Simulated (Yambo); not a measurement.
A G0W0@PBEsol run in Yambo for CuI (space group Cmcm, No. 63) (2×2×2 Γ-centred k mesh, bands 17 to 354 and a 7 Ry block in the screening, 354 bands in G with the Bruneval-Gonze terminator, plasmon pole fitted at 27.2 eV) gives these matrix elements, in eV, at the band edges (Γ → Γ):

```tsv
state	E0	<Vxc>	<Σx>	<Σc(E0)>	Z
valence edge	0.000	-22.563	-27.046	4.050	0.758
conduction edge	0.706	-11.989	-7.825	-3.750	0.797
```

### Question
Solve the linearised quasiparticle equation for both states, give the gap, and say how exchange and correlation each act on it.

### Answer
E = E0 + Z(Σx + Σc − Vxc). Valence: 0.000 + 0.758 × (-27.046 + (4.050) − (-22.563)) = -0.33 eV. Conduction: 0.706 + 0.797 × (-7.825 + (-3.750) − (-11.989)) = 1.04 eV. The gap is 1.36 eV, against 0.71 eV in PBEsol. Replacing Vxc by bare exchange alone would open it by 8.65 eV; correlation takes back 7.80 eV of that, and Z scales what is left. Nearest settings tried, and what they do to the gap: 232 bands in W, 232 bands in G: +48 meV; 6 Ry block (175 vectors against 219): +26 meV. Not varied: mesh. So the settings aren't converged at that level. The k mesh is coarse. The filled Cu 3d shell has no Hubbard U; semilocal functionals place it too high.

Spin-orbit coupling is included.

Geometry relaxed with PBE+D3(BJ); primitive cell a = 4.8108 Å, b = 4.8108 Å, c = 4.3664 Å, α = 90.00°, β = 90.00°, γ = 93.18°.

This is not the ordinary phase of the substance; no match was found in the copy of COD used, and its stability was not checked.
